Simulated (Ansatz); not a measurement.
According to HSE06 in the plane-wave PAW code Ansatz, RuS$_{2}$ in the cubic phase (Pa-3; Ru on 4a, S on 8c) relaxes to a = 5.599 Å. Ru has 6 nearest neighbours from 2.35 Å (octahedral).

It is gapped at this level: 1.97 eV (indirect). Gap from HSE06 with spin–orbit coupling: 1.94 eV (at the special points and the edges found without it).

The bulk modulus is 189 GPa. Bader charges are Ru +0.62, S -0.31 e.

The HSE06 relaxation kept the symmetry of its start. No spin polarisation was allowed. The hybrid was solved on a coarse mesh, the path and, where they were found, the r²SCAN edge points; its band edges are the extreme levels among these. Spin–orbit coupling is left out wherever it is not named.

Potentials: the later of the program's two PAW sets.
